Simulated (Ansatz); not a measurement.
An Ansatz (a program for electronic structure) run. Input:

Ansatz 0.2 input:
```yaml
crystal:
  lattice:
    - [-3.3236732668, 3.3236732668, 3.3236732668]
    - [3.3236732668, -3.3236732668, 3.3236732668]
    - [3.3236732668, 3.3236732668, -3.3236732668]
  atoms:
    - { symbol: Si, position: [0.2014387772, 0.2014387772, 0.2014387772] }
    - { symbol: Si, position: [0.5, 0.0, 0.2985612228] }
    - { symbol: Si, position: [0.2985612228, 0.5, 0.0] }
    - { symbol: Si, position: [0.0, 0.2985612228, 0.5] }
    - { symbol: Si, position: [0.7985612228, 0.7985612228, 0.7985612228] }
    - { symbol: Si, position: [0.5, 0.0, 0.7014387772] }
    - { symbol: Si, position: [0.7014387772, 0.5, 0.0] }
    - { symbol: Si, position: [0.0, 0.7014387772, 0.5] }
kpoints:
  mp_grid: { grid: [18, 18, 18] }
hamiltonian:
  xc: r2scan
  pseudopotentials: { azcp: { folder: ./paw }, kind: paw }
scf:
  occupations: { method: fermi_dirac, width: 0.1 }
elastic: { mode: relaxed_ion, stencil: two_point, amplitude: 0.005, f_tol: 0.0005 }
```

Output (shortened):

```
Pseudopotentials: kind: paw
Pseudopotential: Si, paw, valence charge 4
Functional definition: r2SCAN
Crystal: 8 atoms, lattice volume = 146.864 Å³
Basis set: ecut = 500 eV, 3781 PW (Γ), exchange–correlation on 180×180×180 points (64 copies of the dense FFT grid, shifted against one another)
Bands: 24, of which v1, the nominal top of the filled ones, is band 16 counted from 1 (15 counted from 0)
Symmetry: 24 space group operations
Space group: Ia-3 (ITA 206), of the structure as read, at distance tolerance 5.3e-5 Å
k-points: 295 of 5832
PAW frozen core: Si, regenerated for the run's functional
Initial density: superposition of atomic densities (chi_scale 0.1, normalization cell)
Initial wavefunctions: pseudopotential atomic-orbital guess
Eigensolver: davidson
Functional: x = r2scan, c = r2scan; τ floored in thin density (d = 2e-4 eV/Å³)
all-band conjugate gradients solve this SCF's bands
SCF 1 converged in 11 iterations: F = -5111.045133 eV  dr2 = 5.06e-15
relax step   1: F+E_penalty+E_count = -5111.04513303 eV  Δ(F+E_penalty+E_count) = +0.000e0 eV  max|allowed force component| = 8.977e-3 eV/Å  Δτ_max = 0.0000 Å  (11 SCF iters, accepted)
Crystal: 8 atoms, lattice volume = 146.864 Å³
Initial density: handed on by an earlier stage of this run
Initial wavefunctions: pseudopotential atomic-orbital guess (no wavefunctions were taken with the density)
SCF 2 converged in 8 iterations: F = -5111.045178 eV  dr2 = 7.41e-15
relax step   2: F+E_penalty+E_count = -5111.04517844 eV  Δ(F+E_penalty+E_count) = -4.541e-5 eV  max|allowed force component| = 3.482e-3 eV/Å  Δτ_max = 0.0005 Å  (8 SCF iters, accepted)
density extrapolation: transplant  |δρ|_rms = 4.408e-2 e/Å³  SAD shift = 7.464e-5 e/Å³
Crystal: 8 atoms, lattice volume = 146.864 Å³
Initial wavefunctions: those handed on with the density
SCF 3 converged in 7 iterations: F = -5111.045187 eV  dr2 = 8.54e-14
relax step   3: F+E_penalty+E_count = -5111.04518652 eV  Δ(F+E_penalty+E_count) = -8.082e-6 eV  max|allowed force component| = 1.751e-5 eV/Å  Δτ_max = 0.0003 Å  (7 SCF iters, accepted)
Crystal: 8 atoms, lattice volume = 146.864 Å³
SCF 4 converged in 4 iterations: F = -5111.045187 eV  dr2 = 8.18e-14
Crystal: 8 atoms, lattice volume = 146.864 Å³
SCF 5 converged in 2 iterations: F = -5111.045187 eV  dr2 = 3.77e-14
Crystal: 8 atoms, lattice volume = 146.130 Å³
Basis set: ecut = 500 eV, 3749 PW (Γ), exchange–correlation on 180×180×180 points (64 copies of the dense FFT grid, shifted against one another)
Symmetry: 8 space group operations
k-points: 865 of 5832
SCF 6 converged in 10 iterations: F = -5111.042922 eV  dr2 = 1.76e-15
relax step   1: F+E_penalty+E_count = -5111.04292234 eV  Δ(F+E_penalty+E_count) = +0.000e0 eV  max|allowed force component| = 3.625e-2 eV/Å  Δτ_max = 0.0000 Å  (10 SCF iters, accepted)
density extrapolation: transplant  |δρ|_rms = 4.431e-2 e/Å³  SAD shift = 4.552e-4 e/Å³
Crystal: 8 atoms, lattice volume = 146.130 Å³
SCF 7 converged in 9 iterations: F = -5111.043193 eV  dr2 = 2.07e-15
relax step   2: F+E_penalty+E_count = -5111.04319259 eV  Δ(F+E_penalty+E_count) = -2.702e-4 eV  max|allowed force component| = 3.220e-3 eV/Å  Δτ_max = 0.0020 Å  (9 SCF iters, accepted)
density extrapolation: transplant  |δρ|_rms = 4.427e-2 e/Å³  SAD shift = 4.377e-5 e/Å³
Crystal: 8 atoms, lattice volume = 146.130 Å³
SCF 8 converged in 6 iterations: F = -5111.043196 eV  dr2 = 3.95e-14
relax step   3: F+E_penalty+E_count = -5111.04319555 eV  Δ(F+E_penalty+E_count) = -2.960e-6 eV  max|allowed force component| = 9.539e-5 eV/Å  Δτ_max = 0.0002 Å  (6 SCF iters, accepted)
Crystal: 8 atoms, lattice volume = 146.130 Å³
SCF 9 converged in 2 iterations: F = -5111.043196 eV  dr2 = 1.76e-14
Crystal: 8 atoms, lattice volume = 147.598 Å³
Basis set: ecut = 500 eV, 3789 PW (Γ), exchange–correlation on 180×180×180 points (64 copies of the dense FFT grid, shifted against one another)
SCF 10 converged in 10 iterations: F = -5111.042547 eV  dr2 = 1.58e-15
relax step   1: F+E_penalty+E_count = -5111.04254682 eV  Δ(F+E_penalty+E_count) = +0.000e0 eV  max|allowed force component| = 3.440e-2 eV/Å  Δτ_max = 0.0000 Å  (10 SCF iters, accepted)
density extrapolation: transplant  |δρ|_rms = 4.384e-2 e/Å³  SAD shift = 4.074e-4 e/Å³
Crystal: 8 atoms, lattice volume = 147.598 Å³
SCF 11 converged in 8 iterations: F = -5111.042797 eV  dr2 = 9.21e-14
relax step   2: F+E_penalty+E_count = -5111.04279714 eV  Δ(F+E_penalty+E_count) = -2.503e-4 eV  max|allowed force component| = 7.205e-4 eV/Å  Δτ_max = 0.0018 Å  (8 SCF iters, accepted)
density extrapolation: transplant  |δρ|_rms = 4.387e-2 e/Å³  SAD shift = 8.678e-6 e/Å³
Crystal: 8 atoms, lattice volume = 147.598 Å³
SCF 12 converged in 6 iterations: F = -5111.042797 eV  dr2 = 1.76e-14
relax step   3: F+E_penalty+E_count = -5111.04279725 eV  Δ(F+E_penalty+E_count) = -1.117e-7 eV  max|allowed force component| = 1.931e-5 eV/Å  Δτ_max = 0.0000 Å  (6 SCF iters, accepted)
Crystal: 8 atoms, lattice volume = 147.598 Å³
SCF 13 converged in 2 iterations: F = -5111.042797 eV  dr2 = 8.60e-15
Crystal: 8 atoms, lattice volume = 146.863 Å³
Symmetry: 4 space group operations
k-points: 1550 of 5832
SCF 14 converged in 9 iterations: F = -5111.043988 eV  dr2 = 5.74e-14
relax step   1: F+E_penalty+E_count = -5111.04398805 eV  Δ(F+E_penalty+E_count) = +0.000e0 eV  max|allowed force component| = 3.716e-2 eV/Å  Δτ_max = 0.0000 Å  (9 SCF iters, accepted)
density extrapolation: transplant  |δρ|_rms = 4.407e-2 e/Å³  SAD shift = 5.424e-4 e/Å³
Crystal: 8 atoms, lattice volume = 146.863 Å³
SCF 15 converged in 9 iterations: F = -5111.044330 eV  dr2 = 3.84e-15
relax step   2: F+E_penalty+E_count = -5111.04433021 eV  Δ(F+E_penalty+E_count) = -3.422e-4 eV  max|allowed force component| = 5.317e-3 eV/Å  Δτ_max = 0.0024 Å  (9 SCF iters, accepted)
density extrapolation: transplant  |δρ|_rms = 4.407e-2 e/Å³  SAD shift = 2.344e-4 e/Å³
Crystal: 8 atoms, lattice volume = 146.863 Å³
SCF 16 converged in 8 iterations: F = -5111.044351 eV  dr2 = 6.15e-14
relax step   3: F+E_penalty+E_count = -5111.04435067 eV  Δ(F+E_penalty+E_count) = -2.045e-5 eV  max|allowed force component| = 1.629e-3 eV/Å  Δτ_max = 0.0015 Å  (8 SCF iters, accepted)
density extrapolation: transplant  |δρ|_rms = 4.407e-2 e/Å³  SAD shift = 4.597e-5 e/Å³
Crystal: 8 atoms, lattice volume = 146.863 Å³
SCF 17 converged in 7 iterations: F = -5111.044352 eV  dr2 = 2.83e-14
relax step   4: F+E_penalty+E_count = -5111.04435219 eV  Δ(F+E_penalty+E_count) = -1.524e-6 eV  max|allowed force component| = 6.319e-4 eV/Å  Δτ_max = 0.0003 Å  (7 SCF iters, accepted)
density extrapolation: transplant  |δρ|_rms = 4.407e-2 e/Å³  SAD shift = 1.136e-5 e/Å³
Crystal: 8 atoms, lattice volume = 146.863 Å³
SCF 18 converged in 6 iterations: F = -5111.044352 eV  dr2 = 3.57e-14
relax step   5: F+E_penalty+E_count = -5111.04435234 eV  Δ(F+E_penalty+E_count) = -1.466e-7 eV  max|allowed force component| = 1.040e-5 eV/Å  Δτ_max = 0.0001 Å  (6 SCF iters, accepted)
Crystal: 8 atoms, lattice volume = 146.863 Å³
SCF 19 converged in 2 iterations: F = -5111.044352 eV  dr2 = 1.86e-14
Crystal: 8 atoms, lattice volume = 146.863 Å³
SCF 20 converged in 9 iterations: F = -5111.043988 eV  dr2 = 5.74e-14
relax step   1: F+E_penalty+E_count = -5111.04398805 eV  Δ(F+E_penalty+E_count) = +0.000e0 eV  max|allowed force component| = 3.716e-2 eV/Å  Δτ_max = 0.0000 Å  (9 SCF iters, accepted)
density extrapolation: transplant  |δρ|_rms = 4.407e-2 e/Å³  SAD shift = 5.012e-4 e/Å³
Crystal: 8 atoms, lattice volume = 146.863 Å³
SCF 21 converged in 9 iterations: F = -5111.044352 eV  dr2 = 2.57e-15
relax step   2: F+E_penalty+E_count = -5111.04435225 eV  Δ(F+E_penalty+E_count) = -3.642e-4 eV  max|allowed force component| = 5.824e-4 eV/Å  Δτ_max = 0.0025 Å  (9 SCF iters, accepted)
density extrapolation: transplant  |δρ|_rms = 4.407e-2 e/Å³  SAD shift = 8.885e-6 e/Å³
Crystal: 8 atoms, lattice volume = 146.863 Å³
SCF 22 converged in 6 iterations: F = -5111.044352 eV  dr2 = 1.56e-14
relax step   3: F+E_penalty+E_count = -5111.04435234 eV  Δ(F+E_penalty+E_count) = -8.965e-8 eV  max|allowed force component| = 2.774e-5 eV/Å  Δτ_max = 0.0001 Å  (6 SCF iters, accepted)
Crystal: 8 atoms, lattice volume = 146.863 Å³
SCF 23 converged in 2 iterations: F = -5111.044352 eV  dr2 = 7.82e-15
SCF converged after 2 iterations
Stability not checked: this state was not tested for a lower state beside it, because too few of the mixer's solves of this state at the end of the SCF gave a …
Free energy (F): -5111.045187 eV
Harris-Foulkes:  -5111.045187 eV  (|F-HF|=4.55e-12)
Internal energy: -5111.028290 eV  (E = F + TS)
E sigma→0 (E₀):  -5111.036738 eV
Entropy (-TS):   -0.016896 eV (-2.112 meV/atom)
Fermi energy:    7.491788 eV
--- Per-component energies (eV) ---
  E_band       = 58.382376
  E_kinetic    = 325.626632
  E_local      = -118.192027  (includes V_loc(G=0)·N_el)
  E_nonlocal   = 176.042522
  E_hartree    = 38.793167
  E_xc         = -421.511924
  E_vxc        = -406.080251  (∫ρ·V_xc dr)
  E_paw        = -4146.390644  (= ΣΔE_a)
  E_vpaw       = -12.216397  (= ΣTr[D̂ρ^β])
  E_aug_tail   = 0.000119  (compensation charges beyond the density's cutoff)
  E_vtau       = 15.615445  (kinetic-family band-sum trace: ∫τ·v_τ [+ j·A + Jᵃ·Aᵃ] dr)
  E_ewald      = -964.784672
  E_core_change = -0.611465  (= ΣΔE_core)
  E_smearing   = -0.016896  (= −TS)
  E_closure    = 0.000000  (closes the sum)
  Σ components = -5111.045187   (vs F -5111.045187, Δ=0.00e0)
--- Forces (eV/Å), atoms counted from 1 ---
  atom   1  Si     0.00001756     0.00001756     0.00001756
  atom   2  Si    -0.00001756    -0.00001756     0.00001756
  atom   3  Si     0.00001756    -0.00001756    -0.00001756
  atom   4  Si    -0.00001756     0.00001756    -0.00001756
  atom   5  Si    -0.00001756    -0.00001756    -0.00001756
  atom   6  Si     0.00001756     0.00001756    -0.00001756
  atom   7  Si    -0.00001756     0.00001756     0.00001756
  atom   8  Si     0.00001756    -0.00001756     0.00001756
  max |Σ_I F_I| component: 6.94e-18 eV/Å
--- Stress (GPa, compression-positive) ---
       -0.045294       0.000000       0.000000
        0.000000      -0.045294       0.000000
        0.000000       0.000000      -0.045294
  P = ⅓ Tr σ = -0.0453 GPa (-0.453 kbar)
  The stress holds the Pulay correction. Without it, at fixed plane waves, as pw.x and ABINIT print it: P = -0.0677 GPa
  The stress includes an estimate of the error left by incomplete SCF convergence (largest component  0.0000 GPa …
--- Band table (eV; the first three rows and the last of 295) ---
  k-point 0: bands = ["-5.8182", "-1.2448", "-0.9251", "-0.9251", "-0.9251", "0.7577", "0.7577", "0.7577", "2.2868", "2.2868", "3.2682", "3.2682", "3.2682", "5.9281", "5.9281", "6.5226", "9.3568", "9.3568", "9.3568", "11.4286", "11.4286", "11.4286", "13.2338", "13.2338"]
  k-point 1: bands = ["-5.7984", "-1.3418", "-1.0197", "-0.9795", "-0.8489", "0.7244", "0.8016", "0.8436", "2.2526", "2.3239", "3.3281", "3.3502", "3.3853", "5.8272", "5.8922", "6.4542", "9.3720", "9.4738", "9.4824", "11.2549", "11.2559", "11.3468", "13.2267", "13.2551"]
  k-point 2: bands = ["-5.7391", "-1.5546", "-1.2389", "-1.1149", "-0.7182", "0.6344", "0.9086", "1.0719", "2.1852", "2.4386", "3.4946", "3.5651", "3.7045", "5.5647", "5.7424", "6.3419", "9.4149", "9.7422", "9.8143", "10.8144", "10.8663", "11.1364", "12.8724", "13.1965"]
  k-point 294: bands = ["-3.3132", "-3.3132", "-3.3132", "-1.7599", "-1.7599", "-1.7599", "2.0012", "3.6345", "3.6345", "3.6345", "4.7625", "4.7625", "4.7625", "7.0692", "7.5817", "7.5817", "7.5817", "10.5660", "10.6696", "10.6696", "10.6696", "10.7229", "10.7229", "10.7229"]
  band table: 24 of 24 bands, residual norms ≤ 1.0e-3 eV
--- Elastic constants: 2 strain directions × 2 members + reference (group order 24) ---
  dense FFT box of the reference and of every strained cell: 45×45×45
  strains applied: 11, 23; error gains: componentwise 1.00 (the most a stress slope's error grows in a printed constant), spectral 1.73 (1 for all six strains …
  reference relaxed by the batch: 3 steps …
  largest displacement 8.6e-4 Å; the constants are those of the deck's cell at these positions:
  atoms:
    - { symbol: Si, position: [0.20158813663969974, 0.20158813663969974, 0.20158813663969974] }
    - { symbol: Si, position: [0.5, 0.0, 0.29841186336030023] }
    - { symbol: Si, position: [0.29841186336030023, 0.5, 0.0] }
    - { symbol: Si, position: [0.0, 0.29841186336030023, 0.5] }
    - { symbol: Si, position: [0.7984118633603002, 0.7984118633603002, 0.7984118633603002] }
    - { symbol: Si, position: [0.49999999999999994, 0.0, 0.7015881366396997] }
    - { symbol: Si, position: [0.7015881366396997, 0.49999999999999994, 0.0] }
    - { symbol: Si, position: [0.0, 0.7015881366396997, 0.49999999999999994] }
  C = ∂σ_k/∂η_j (tension-positive GPa; Voigt order 11 22 33 23 13 12):
       191.286     41.324     41.318      0.000      0.000      0.000
        41.318    191.286     41.324      0.000      0.000      0.000
        41.324     41.318    191.286      0.000      0.000      0.000
         0.000      0.000      0.000     72.960      0.000      0.000
         0.000      0.000      0.000      0.000     72.960      0.000
         0.000      0.000      0.000      0.000      0.000     72.960
  reference stress σ⁰ (GPa):      0.045      0.045      0.045      0.000      0.000      0.000
  moduli (Voigt/Reuss/Hill, GPa): K = 91.31/91.31/91.31   G = 73.77/73.76/73.76   E = 174.34   ν = 0.182
  mechanically stable: yes (min eigenvalue of sym C = 72.96 GPa)
  strain η (Voigt 11):  stress-route row diagonal C_11 = 191.29 GPa, energy-path curvature d²(F+E_count+ΔE)/dδ²/Ω₀ = 191.30 GPa
         δ    σ_11 (GPa)             F (eV)   n_scf  n_hpsi   n_pw
    -5.000e-3      -0.9165       -5111.0431955       2  209005   3749   relax 3 steps, max|allowed force component| 9.54e-5 eV/Å
     5.000e-3       0.9964       -5111.0427973       2  208688   3789   relax 3 steps, max|allowed force component| 1.93e-5 eV/Å
  strain η (Voigt 23):  stress-route row diagonal C_44 = 72.96 GPa, energy-path curvature d²(F+E_count+ΔE)/dδ²/Ω₀ = 72.94 GPa
         δ    σ_23 (GPa)             F (eV)   n_scf  n_hpsi   n_pw
    -5.000e-3      -0.3648       -5111.0443523       2  373976   3781   relax 5 steps, max|allowed force component| 1.04e-5 eV/Å
     5.000e-3       0.3648       -5111.0443523       2  373926   3781   relax 3 steps, max|allowed force component| 2.77e-5 eV/Å
```

Cost: around 60 core-minutes (rough) on shared cores.

The workflow started from an entry of the Crystallography Open Database (COD), which files this formula under 3 space groups. It is not the phase usual at ambient conditions (space group No. 227). The r²SCAN relaxation kept the symmetry of its start; of distortions, only those at the zone centre were tested. As this level gives no gap, shear constants depend on the k-mesh and smearing (Fermi–Dirac, 0.1 eV here).

Potentials: the earlier of the program's two PAW sets.

Ansatz is a plane-wave DFT program.
